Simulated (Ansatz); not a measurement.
TaRu:
```cif
data_RuTa
_chemical_formula_sum 'Ta1 Ru1'
_space_group_name_H-M_alt 'P4/mmm'
_space_group_IT_number 123
_space_group_name_Hall '-P 4 2'
_cell_length_a 3.04552
_cell_length_b 3.04552
_cell_length_c 3.39051
_cell_angle_alpha 90.000
_cell_angle_beta 90.000
_cell_angle_gamma 90.000
loop_
_atom_site_label
_atom_site_type_symbol
_atom_site_symmetry_multiplicity
_atom_site_Wyckoff_symbol
_atom_site_fract_x
_atom_site_fract_y
_atom_site_fract_z
_atom_site_occupancy
Ta1 Ta 1 d 0.50000 0.50000 0.50000 1
Ru1 Ru 1 a 0.00000 0.00000 0.00000 1
```

Relaxed with r²SCAN.

Problem. Which orbitals make up the states near the Fermi level in r²SCAN in the plane-wave PAW code Ansatz?

Solution. Within 0.5 eV of the Fermi level: Ta 5d 51 %, Ru 4d 41 %. Projections are on Löwdin-orthogonalised atomic valence shells; empty p or d shells of many metals are not among them.

Problem. Tabulate the density of states.

Solution. States/eV per cell of 2 atoms, in 0.25 eV bins, energy from the Fermi level.

| E (eV) | total | Ru 4d | Ta 5d | Ru 5s |
|---|---|---|---|---|
| -7.85 | 0.16 | 0.00 | 0.00 | 0.07 |
| -7.60 | 0.18 | 0.00 | 0.01 | 0.07 |
| -7.35 | 0.21 | 0.01 | 0.01 | 0.08 |
| -7.10 | 0.25 | 0.01 | 0.01 | 0.09 |
| -6.85 | 0.30 | 0.02 | 0.02 | 0.11 |
| -6.60 | 0.37 | 0.04 | 0.04 | 0.12 |
| -6.35 | 0.73 | 0.21 | 0.13 | 0.14 |
| -6.10 | 1.30 | 0.48 | 0.31 | 0.16 |
| -5.85 | 1.66 | 0.66 | 0.48 | 0.16 |
| -5.60 | 1.81 | 0.82 | 0.56 | 0.14 |
| -5.35 | 2.05 | 1.03 | 0.66 | 0.12 |
| -5.10 | 2.44 | 1.31 | 0.80 | 0.18 |
| -4.85 | 2.45 | 1.34 | 0.85 | 0.16 |
| -4.60 | 2.34 | 1.30 | 0.82 | 0.14 |
| -4.35 | 1.89 | 1.12 | 0.66 | 0.06 |
| -4.10 | 2.19 | 1.50 | 0.61 | 0.03 |
| -3.85 | 2.98 | 2.12 | 0.76 | 0.03 |
| -3.60 | 3.32 | 2.25 | 0.96 | 0.04 |
| -3.35 | 2.41 | 1.62 | 0.69 | 0.04 |
| -3.10 | 2.54 | 1.74 | 0.64 | 0.08 |
| -2.85 | 3.30 | 2.23 | 0.78 | 0.14 |
| -2.60 | 3.36 | 2.18 | 0.86 | 0.13 |
| -2.35 | 3.02 | 1.84 | 0.83 | 0.10 |
| -2.10 | 1.88 | 1.03 | 0.56 | 0.07 |
| -1.85 | 1.65 | 1.04 | 0.38 | 0.06 |
| -1.60 | 1.21 | 0.77 | 0.26 | 0.04 |
| -1.35 | 0.71 | 0.36 | 0.21 | 0.03 |
| -1.10 | 0.56 | 0.24 | 0.19 | 0.03 |
| -0.85 | 0.48 | 0.18 | 0.20 | 0.02 |
| -0.60 | 0.88 | 0.42 | 0.34 | 0.04 |
| -0.35 | 1.43 | 0.70 | 0.57 | 0.04 |
| -0.10 | 1.71 | 0.68 | 0.85 | 0.04 |
| 0.15 | 2.14 | 0.80 | 1.16 | 0.03 |
| 0.40 | 2.16 | 0.82 | 1.23 | 0.02 |
| 0.65 | 2.38 | 0.98 | 1.29 | 0.02 |
| 0.90 | 2.68 | 1.09 | 1.44 | 0.03 |
| 1.15 | 2.32 | 0.85 | 1.30 | 0.05 |
| 1.40 | 2.08 | 0.69 | 1.18 | 0.08 |
| 1.65 | 3.09 | 0.97 | 1.84 | 0.11 |
| 1.90 | 2.22 | 0.62 | 1.35 | 0.14 |
| 2.15 | 1.51 | 0.36 | 0.95 | 0.13 |
| 2.40 | 1.03 | 0.20 | 0.70 | 0.07 |
| 2.65 | 0.94 | 0.17 | 0.67 | 0.04 |
| 2.90 | 1.11 | 0.19 | 0.83 | 0.03 |
| 3.15 | 1.23 | 0.20 | 0.92 | 0.03 |
| 3.40 | 1.49 | 0.24 | 1.11 | 0.04 |
| 3.65 | 1.76 | 0.31 | 1.30 | 0.04 |
| 3.90 | 1.78 | 0.34 | 1.29 | 0.04 |
| 4.15 | 1.76 | 0.35 | 1.25 | 0.04 |
| 4.40 | 1.73 | 0.33 | 1.24 | 0.04 |
| 4.65 | 0.78 | 0.14 | 0.48 | 0.04 |

The first step of the workflow began from a Materials Project structure, measured or hypothetical; the Crystallography Open Database files this formula in space group No. 123, but the cells were not matched. Whether it is the stable phase at ambient conditions was not checked. The cell was relaxed with r²SCAN under the symmetry of its start; its stability against distortions is not shown here. The run is not spin-polarised. Spin–orbit coupling is left out wherever it is not named.

Potentials: the later of the program's two PAW sets.
